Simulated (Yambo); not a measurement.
**Convergence of the G0W0 gap of KAsF6**

G0W0@LDA for KAsF$_{6}$ (space group R-3, No. 148) in Yambo. Reference settings: 2×2×2 Γ-centred k mesh, 172 bands and a 7 Ry block in the screening, 172 bands in G with the Bruneval-Gonze terminator, plasmon pole fitted at 27.2 eV. The LDA gap Γ → Γ on this mesh is 5.14 eV; G0W0 gaps are taken between the same points.

```csv
change from the reference,G0W0 gap Γ → Γ (eV),shift of the valence edge (eV),rough Yambo cost
reference settings,9.90,-2.57,1
"52 bands in W, 52 bands in G",10.81,-2.75,about 1/4
wavefunctions cut at 10 Ry,9.09,-1.52,about 1/3
exchange cut at 40 Ry,9.83,-2.43,–
"74 bands in W, 74 bands in G, 4 Ry block",10.52,-2.84,about 1/3
"74 bands in W, 74 bands in G, 2 Ry block",11.25,-3.64,about 1/3
"137 bands in W, 137 bands in G, 3 Ry block",10.42,-3.03,within a factor of two
6 Ry block,9.93,-2.59,within a factor of two
1×1×1 mesh,9.70,-2.28,about 1/7
"52 bands in W, 52 bands in G, no terminator",10.90,-2.49,about 1/4
"74 bands in W, 74 bands in G, no terminator",10.36,-2.28,about 1/3
"102 bands in W, 102 bands in G, 3 Ry block, no terminator",10.54,-2.88,about 1/2
"137 bands in W, 137 bands in G, no terminator",9.98,-2.32,within a factor of two
"3 Ry block, no terminator",10.38,-2.95,within a factor of two
no terminator,9.92,-2.37,within a factor of two
```

The reference isn't shown to be the converged limit. Costs are rough (shared machines), scaled to the same edge states, and given only for runs that recompute the screening.

Spin-orbit splittings are left out.

The standard potential for As keeps a d shell in the valence without the s and p states of that shell. In tests on such compounds this moved G0W0 gaps by up to about 0.9 eV, so absolute quasiparticle energies here are unreliable; differences between settings are what counts.

Geometry of the Materials Project entry, not relaxed at this level; primitive cell a = 4.8442 Å, b = 4.8442 Å, c = 4.8442 Å, α = 97.99°, β = 97.99°, γ = 97.99°.

A shift is the quasiparticle energy of the state minus its LDA energy.
